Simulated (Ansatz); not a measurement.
Consider the following.

Starting cell, MgO (rock salt):

```
CELL_PARAMETERS angstrom
      0.00000     4.20438     4.20438
      2.10219     0.00000     2.10219
      2.10219     2.10219     0.00000
ATOMIC_POSITIONS crystal
  O  0.00000 0.00000 0.00000
  O  0.50000 0.00000 0.00000
  Mg 0.25000 0.50000 0.50000
  Mg 0.75000 0.50000 0.50000
```

The atoms are displaced by Q × the pattern below (from a DFPT mode at L = (0.5, 0.0, 0.0), largest move 1; Q in Å), at fixed cell. It is one choice among 2 degenerate patterns. (q is in reciprocal vectors of the primitive cell; the cell shown is doubled to hold the pattern.)

| atom | x | y | z |
|---|---|---|---|
| Mg3 | -0.285 | 0.520 | -0.805 |
| Mg4 | 0.285 | -0.520 | 0.805 |

Atoms not listed stay in place.

Method: r2SCAN (plane waves to 500 eV, PAW, scalar-relativistic; Ansatz, a quantum-chemistry and plane-wave program). k mesh 13×13×13 (Γ-centred), Fermi-Dirac smearing 0.05 eV. Energies are smeared free energies. MgO was relaxed with its symmetry unable to fall. The zero of ΔE is the undisplaced structure.

The scan covers Q from -0.180 to 0.180 Å in 13 points.

Question: Which space group does the distorted structure have?

Answer: P-1 (No. 2), lowered from Fm-3m.

Question: What is the energy change at Q = 0.180 Å?

Answer: 228.0 meV/cell.

Question: What harmonic wavenumber does the curvature at Q = 0 give?

Answer: 279 cm⁻¹.

(For displaced atoms, the force is minus the slope of the energy, and its curvature is a force constant, which sets phonon frequencies.)
